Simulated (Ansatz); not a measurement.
W (fcc, Cu type)

```
CELL_PARAMETERS angstrom
      0.00000     1.98588     1.98588
      1.98588     0.00000     1.98588
      1.98588     1.98588     0.00000
ATOMIC_POSITIONS crystal
  W  0.00000 0.00000 0.00000
```

Method: LDA (plane waves to 420 eV, PAW, scalar-relativistic; Ansatz, a quantum-chemistry and plane-wave program). Harmonic phonons by density-functional perturbation theory on a 20×20×20 k mesh, in cm⁻¹ and rounded to 5; i marks imaginary ones, q is in fractions of the reciprocal vectors of the cell shown, and the three acoustic modes at Γ are left out. The program warned that its band solver left a few bands short of their tolerance. Spin-orbit coupling is left out, though W is heavy. This is one of several known forms of W; the measured ambient cells at hand have space group No. 229. W is run without spin polarisation. W was relaxed with its symmetry unable to fall.

### Question
Does any mode at L = (0.5, 0.0, 0.0), X = (0.5, 0.5, 0.0) come out imaginary?

### Answer
No imaginary mode at these points (lowest 20 cm⁻¹ at L = (0.5, 0.0, 0.0)); other wave vectors were not tested.

### Question
List the wavenumbers at L = (0.5, 0.0, 0.0), X = (0.5, 0.5, 0.0), with degeneracies.

### Answer
```csv
q,wavenumbers (cm⁻¹)
"L = (0.5, 0.0, 0.0)","20 (×2), 235"
"X = (0.5, 0.5, 0.0)","105 (×2), 220"
```
